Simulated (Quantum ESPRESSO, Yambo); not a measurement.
AlN (zinc blende, space group F-43m, No. 216) under isotropic strain of -0.7 % on all lattice vectors. The PBEsol cell relaxed from Materials Project entry mp-1700 was given an isotropic strain of -0.7 % on all lattice vectors, and the atoms were relaxed again. Chain: PBEsol (Quantum ESPRESSO, PseudoDojo norm-conserving, 84 Ry, without SOC); G0W0 in Yambo (6×6×6 Γ-centred k mesh, 77 bands and a 14 Ry block in the screening, 77 bands in G with the Bruneval-Gonze terminator, plasmon pole fitted at 27.2 eV); BSE (10×10×10 mesh, 3 valence and 1 conduction bands, static screening with 10 bands and a 4 Ry block, scissor 1.60 eV, Tamm-Dancoff).

The PBEsol gap (dense path) comes out as 3.20 eV, the PBEsol gap Γ → X on the GW mesh comes out as 3.20 eV and the PBEsol smallest direct gap on the GW mesh, at Γ comes out as 4.25 eV. The G0W0 direct gap at that point is 5.85 eV and the G0W0 correction to the gap Γ → X is 1.51 eV. The lowest exciton comes out as no binding energy given (see below) and the RPA electronic dielectric constant along x is 4.43 (16×16×16 mesh, PBEsol bands).

Rough cost of the Yambo steps against G0W0 for 6 states: BSE about 1/3, one RPA spectrum about 1/20.

Convergence of the G0W0 settings was not tested. The BSE states are vertical excitations (zero momentum); the indirect quasiparticle gap, about 4.71 eV, is smaller than the direct one (5.85 eV on the GW mesh). Convergence of the RPA response with its 16×16×16 mesh was not tested. The lowest state covers only about 1 of the 1000 k points, so the mesh doesn't resolve it: its energy and its distance from the direct gap are mesh artefacts. An extended exciton needs a far denser mesh.

This is not the ordinary phase of the substance; no match was found in the copy of COD used, and its stability was not checked.
